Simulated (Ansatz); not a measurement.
TaGe:
```yaml
crystal:
  lattice:
    - [3.09034, 0.00000, 0.00000]
    - [-1.54517, 2.67631, 0.00000]
    - [0.00000, 0.00000, 4.12886]
  atoms:
    - { symbol: Ta, position: [0.00000, 0.00000, 0.00000] }
    - { symbol: Ge, position: [0.66667, 0.33333, 0.50000] }
```

Relaxed with PBE. Special points in fractions of this cell's reciprocal vectors: Γ (0.000, 0.000, 0.000); M (0.500, 0.000, 0.000); K (0.333, 0.333, 0.000); A (0.000, 0.000, 0.500); L (0.500, 0.000, 0.500); H (0.333, 0.333, 0.500).

Question: List the band energies nearest the Fermi level at these points for plane-wave PAW PBE (Ansatz code).

Answer: In eV from the Fermi level; about four levels below and three above (degenerate sets whole), none deeper than 8.9 eV; points with the same levels are listed once.

```json
[
 {"k": "Γ", "below": "-3.86 -2.04 -0.05 -0.05", "above": "2.56 2.56 6.06"},
 {"k": "M", "below": "-8.19 -5.83 -3.62 -2.48", "above": "1.54 2.84 4.45"},
 {"k": "K", "below": "-4.84 -3.61 -3.02 -0.87", "above": "1.31 1.58 4.28"},
 {"k": "A", "below": "-7.58 -0.71", "above": "0.36 0.36 1.66 1.66"},
 {"k": "L", "below": "-4.54 -4.30 -0.70 -0.55", "above": "0.89 3.83 4.91"},
 {"k": "H", "below": "-4.60 -3.11 -2.44 -0.82", "above": "1.00 4.19 5.05"}
]
```

Space group P-6m2. The cell is a constructed one: a structure type filled with these elements; neither database checked (COD, Materials Project) lists it. Its standing as an ambient phase is unchecked. The PBE relaxation kept the symmetry of its start; whether a distortion lowers the energy is not shown. The run is not spin-polarised. Spin–orbit coupling is left out wherever it is not named.

Potentials: the later of the program's two PAW sets.
